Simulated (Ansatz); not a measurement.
Zone-centre phonons of VN₂: input and output

Level of theory: DFT PBEsol, scalar-relativistic, plane waves, PAW in Ansatz 0.2.0.

Launched with:
```bash
ansatz run input.yaml --threads 2 --pin off --max-ram 6144MiB --backend cpu --events-out ev --progress --plain --runs-dir out
```

Input (bare energies are in eV):
```yaml
crystal:
  lattice:
    - [-2.1286281853, 2.1286281853, 2.4641669472]
    - [2.1286281853, -2.1286281853, 2.4641669472]
    - [2.1286281853, 2.1286281853, -2.4641669472]
  atoms:
    - { symbol: V, position: [0.25, 0.25, 0.0] }
    - { symbol: V, position: [0.75, 0.75, 0.0] }
    - { symbol: "N", position: [0.1142801445, 0.6142801445, 0.728560289] }
    - { symbol: "N", position: [0.6142801445, 0.8857198555, 0.5] }
    - { symbol: "N", position: [0.8857198555, 0.3857198555, 0.271439711] }
    - { symbol: "N", position: [0.3857198555, 0.1142801445, 0.5] }
basis:
  ecutwfc: 420
kpoints:
  mp_grid: { grid: [12, 12, 12] }
hamiltonian:
  xc: pbesol
scf:
  occupations: { method: fermi_dirac, width: 0.15 }
output:
  eigenvalues: true
phonons:
  method: dfpt
  eigenvectors: true
```

Results section of the output:
```
--- Phonons (Γ-DFPT): 4 representative perturbations + reference, on 868 of 1728 k-points (Σ response iterations 12) ---
  k mesh reduced under 1 symmetry operation, with k and −k counted as one. Each operation leaves every solved perturbation unchanged. A smaller set is not used because it would not reduce the number of displacements ...
  ASR residual: 2.492e-3 → 0.000e0 eV/Å²; symmetrization residual: 3.496e-6 eV/Å²
  ASR residual per site (eV/Å²): 2.49e-3 2.49e-3 2.16e-4 2.16e-4 2.16e-4 2.16e-4
  Γ frequencies (cm⁻¹): 0.00 0.00 0.00 242.93 251.10 318.74 318.74 469.34 568.56 568.56 633.50 633.50 647.46 647.46 657.31 685.09 1001.76 1045.41
  non-analytic LO–TO correction: not included (Born effective charges unavailable; polar crystals: no LO–TO splitting at Γ)
```

The run took 5.4 min on 2 threads of Oxide Virtual Turin-like Processor (Zen 5), with other jobs on the host, peak memory 3.8 GiB.

In a metal, frequencies and elastic constants depend on the k mesh and the smearing, soft modes and shear constants most. A semilocal functional can close a gap that the real compound has.